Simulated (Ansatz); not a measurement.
**Telling polymorphs of HfCrAgS4 apart by ¹⁷⁷Hf**

Level of theory: DFT, PBE, plane waves and PAW, scalar-relativistic, 420 eV cutoff (Ansatz 0.2.0). Q(¹⁷⁷Hf) = 3365 mb, I = 7/2. The cells come from the Materials Project (computed, not necessarily observed phases), with the atoms as given. Spin–orbit coupling is left out, which moves gradients at and beside heavy atoms (Hf) by some per cent and at some sites by far more.

(1) Rank the structures by their largest ¹⁷⁷Hf |C_Q|, smallest first.
A.
HfCrAgS4
Space group P2 (No. 3); a = 6.1704, b = 7.1316, c = 6.5532 Å, β = 91.45°.

| site | Wyckoff | site symmetry | x | y | z |
| --- | --- | --- | --- | --- | --- |
| Hf1 | 1b | 2 | 0.0000 | 0.2393 | 0.5000 |
| Hf2 | 1d | 2 | 0.5000 | 0.5121 | 0.5000 |
| Cr3 | 1b | 2 | 0.0000 | 0.7506 | 0.5000 |
| Cr4 | 1d | 2 | 0.5000 | 0.0002 | 0.5000 |
| Ag5 | 1c | 2 | 0.5000 | 0.9960 | 0.0000 |
| Ag6 | 1c | 2 | 0.5000 | 0.5036 | 0.0000 |
| S7 | 2e | 1 | 0.8202 | 0.9871 | 0.2908 |
| S8 | 2e | 1 | 0.8362 | 0.5071 | 0.2810 |
| S9 | 2e | 1 | 0.3343 | 0.2425 | 0.2778 |
| S10 | 2e | 1 | 0.3184 | 0.7624 | 0.2865 |
B.
HfCrAgS4
Space group Imma (No. 74); a = 7.4275, b = 7.4335, c = 10.4295 Å.

```
site  Wyckoff  site symmetry       x       y       z
  Hf       4a          2/m..  0.0000  0.0000  0.0000
  Cr       4d          .2/m.  0.2500  0.2500  0.7500
  Ag       4e            mm2  0.5000  0.2500  0.1296
  S7       8i            .m.  0.2656  0.7500  0.4840
  S9       8h            m..  0.5000  0.4661  0.7429
```
C.
HfCrAgS4
Space group P2/m (No. 10); a = 6.1004, b = 3.6106, c = 12.9314 Å, β = 91.19°.

| site | Wyckoff | site symmetry | x | y | z |
| --- | --- | --- | --- | --- | --- |
| Hf | 2n | m | 0.5126 | 0.5000 | 0.7468 |
| Cr | 2m | m | 0.0142 | 0.0000 | 0.2452 |
| Ag5 | 1e | 2/m | 0.5000 | 0.5000 | 0.0000 |
| Ag6 | 1c | 2/m | 0.0000 | 0.0000 | 0.5000 |
| S7 | 2n | m | 0.1530 | 0.5000 | 0.1382 |
| S9 | 2m | m | 0.6659 | 0.0000 | 0.6333 |
| S11 | 2m | m | 0.6750 | 0.0000 | 0.1425 |
| S13 | 2n | m | 0.1409 | 0.5000 | 0.6500 |

Answers

(1) A (399 MHz), C (471 MHz), B (794 MHz).

In HfCrAgS4 (Imma), HfCrAgS4 (P2), HfCrAgS4 (P2/m) small gradients can still move by 0.1 × 10²¹ V/m² or more with the k-mesh.
